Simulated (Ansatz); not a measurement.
## TiSi2 — ⁴⁷Ti nuclear quadrupole resonance

Cell: a COD entry, taken as it stands.

```cif
data_TiSi2
_symmetry_space_group_name_H-M 'Fddd:1'
_symmetry_Int_Tables_number 70
_cell_length_a 4.7730
_cell_length_b 8.2360
_cell_length_c 8.5230
_cell_angle_alpha 90.000
_cell_angle_beta 90.000
_cell_angle_gamma 90.000
loop_
_atom_site_label
_atom_site_type_symbol
_atom_site_symmetry_multiplicity
_atom_site_Wyckoff_symbol
_atom_site_fract_x
_atom_site_fract_y
_atom_site_fract_z
Ti Ti 8 b 0.7500 0.7500 0.7500
Si Si 16 f 0.2500 0.0830 0.2500
```

One atom of each set is listed; the run and its k-mesh use a cell of 6 atoms with edges of 5.93, 4.88, 4.76 Å.

Level of theory: DFT, PBE, plane waves and PAW, scalar-relativistic, 420 eV cutoff, Γ-centred 12×12×12 k-points, Fermi–Dirac smearing 0.02 eV (Ansatz 0.2.0).

⁴⁷Ti: I = 5/2, Q = 302.0 mb (year-2017 value). Static lattice, zero field.

Q: Predict the zero-field ⁴⁷Ti lines of each site.

A: For I = 5/2 and η = 0 the lines are 3|C_Q|/20 and twice that; η pulls their ratio below 2.

```json
{"site": "Ti", "atoms": "2", "V_zz (10²¹ V/m²)": "1.21", "C_Q (MHz)": "8.86", "η": "0.47", "line frequencies (MHz)": "1.61, 2.56"}
```

Q: And for ⁴⁹Ti (I = 7/2, Q = 247.0 mb) on Ti?

A: C_Q scales with Q to 7.24 MHz, with lines at 0.822, 0.962, 1.52, 1.78 MHz.

The values hang on the deposited positions: relaxing the atoms moves V_zz on Ti from 1.21 to 1.43. With no gap above 0.1 eV, as in a metal, the gradients converge slowly in k; expect changes of a tenth or more on a denser mesh.
